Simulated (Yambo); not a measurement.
Yambo run on MgO (rock salt, space group Fm-3m, No. 225). The wavefunctions come from this Quantum ESPRESSO step (PBE, PseudoDojo standard norm-conserving files, scalar-relativistic):

```
&CONTROL
  calculation = 'nscf'
  pseudo_dir = './pseudo'
  outdir = './out'
/
&SYSTEM
  ibrav = 0
  nat = 2
  ntyp = 2
  ecutwfc = 84.0
  ecutrho = 336.0
  occupations = 'fixed'
  force_symmorphic = .true.
  nbnd = 74
/
&ELECTRONS
  conv_thr = 2e-09
  diago_full_acc = .true.
  diago_thr_init = 1e-08
/
ATOMIC_SPECIES
O 15.9990 O.upf
Mg 24.3050 Mg.upf
CELL_PARAMETERS angstrom
  0.000000000000   2.097000000000   2.097000000000
  2.097000000000   0.000000000000   2.097000000000
  2.097000000000   2.097000000000   0.000000000000
ATOMIC_POSITIONS crystal
O   0.500000000000   0.500000000000   0.500000000000
Mg   0.000000000000   0.000000000000   0.000000000000
K_POINTS automatic
6 6 6 0 0 0
```

Yambo input:

```
rim_cut
gw0
dyson
el_el_corr
HF_and_locXC
ppa
em1d
RandQpts= 1000000
RandGvec= 1 Ry
EXXRLvcs= 84 Ry
VXCRLvcs= 336 Ry
Chimod= "HARTREE"
% BndsRnXp
 2 | 71 |
%
NGsBlkXp= 14 Ry
% LongDrXp
 1.0 | 1.0 | 1.0 |
%
PPAPntXp= 27.2114 eV
% GbndRnge
 1 | 71 |
%
GTermKind= "BG"
DysSolver= "n"
ExtendOut
% QPkrange
 1 | 1 | 8 | 9 |
 4 | 4 | 8 | 9 |
 13 | 13 | 8 | 9 |
%
```

k points by index: 1 = Γ, 4 = L, 13 = X.

Resulting energies as the program prints them:

```
#    K-point    Band    Eo [eV]    E [eV]    E-Eo [eV]    Vxc [eV]    Vnlxc [eV]    Sc|Eo [eV]    Sc|E [eV]    dSc/dw|Eo [eV]    Re(Z)    Im(Z)
#
    1    8    0.000000    -1.430929    -1.430929    -20.15333    -25.59526    3.661552    4.011000    -6.644843    0.803732    -0.001052
    1    9    4.895013    5.826539    0.931526    -13.56234    -9.004484    -3.464335    -3.626327    -4.731731    0.851869    -0.766742E-3
    4    8    -0.651928    -2.209423    -1.557495    -19.37891    -25.09641    3.775919    4.160005    -6.709936    0.802189    -0.001216
    4    9    8.017205    9.090597    1.073392    -11.52915    -6.355183    -3.924446    -4.100572    -4.464617    0.859053    -0.800842E-3
    13    8    -1.351322    -2.999851    -1.648528    -18.80995    -24.72018    3.851694    4.261710    -6.767073    0.800838    -0.001811
    13    9    9.244659    10.11451    0.869847    -8.929634    -3.950186    -3.980199    -4.109601    -4.048419    0.870393    0.009231
```
(The two width columns are left out.) Convergence of these settings isn't established.

Geometry of the Materials Project entry, not relaxed at this level.
